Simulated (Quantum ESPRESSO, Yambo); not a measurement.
# G0W0 results for Rb₂Ni₃S₄

Space group Fmmm (No. 69); a = 5.862 Å, b = 9.937 Å, c = 13.758 Å, α = β = γ = 90.00°

```tsv
atom	site	symmetry	x	y	z
S	16m	m..	0.0000	0.1676	0.1040
Ni	4a	mmm	0.0000	0.0000	0.0000
Ni	8e	..2/m	0.2500	0.2500	0.0000
Rb	8i	mm2	0.0000	0.0000	0.3379
```
(The calculation used a cell of 9 atoms; values per cell refer to that cell.)

The geometry is that of Materials Project entry mp-1079718, symmetrised and not relaxed again.

Starting point: norm-conserving PBEsol (Quantum ESPRESSO, 98 Ry, no spin-orbit coupling). G0W0 in Yambo: 2×2×2 Γ-centred k mesh, bands 13 to 302 and a 7 Ry block in the screening, 302 bands in G with the Bruneval-Gonze terminator, plasmon pole fitted at 27.2 eV.

```yaml
PBEsol gap along the band path: 0.66 eV
PBEsol gap between the mesh's edge points ((0, -0.5, -0.5) → (0, -0.5, -0.5)): 0.97 eV
G0W0 gap between the same points: 1.88 eV
smallest G0W0 gap among all computed states (the edges move to other k points): 1.82 eV
```

```
k point          band  E PBEsol (eV)  E QP (eV)  shift (eV)     Z
---------------  ----  -------------  ---------  ----------  ----
Γ                  VB          -0.03      -0.16       -0.13  0.70
Γ                  CB           1.35       1.92        0.57  0.74
(0, 0, -0.5)       VB          -0.11      -0.27       -0.16  0.71
(0, 0, -0.5)       CB           1.01       1.71        0.69  0.74
(0, -0.5, -0.5)    VB           0.00      -0.20       -0.20  0.72
(0, -0.5, -0.5)    CB           0.97       1.68        0.70  0.75
(-0.5, 0, -0.5)    VB          -0.06      -0.26       -0.20  0.72
(-0.5, 0, -0.5)    CB           1.17       1.76        0.59  0.75
(-0.5, -0.5, 0)    VB          -0.01      -0.14       -0.13  0.70
(-0.5, -0.5, 0)    CB           1.38       1.96        0.58  0.74
```

Energies count from the PBEsol valence-band maximum.

Nearest settings tried, and what they do to the gap: 124 bands in G: +16 meV; 6 Ry block (353 vectors against 421): +43 meV. Not varied: bands in W, mesh. So the settings aren't converged at that level. The k mesh is coarse.

The 3d shell has no Hubbard U; the runs are without spin polarisation, and magnetic order was not tried.

The structure is a Materials Project entry; no match was found in the copy of COD used, and its stability was not checked.
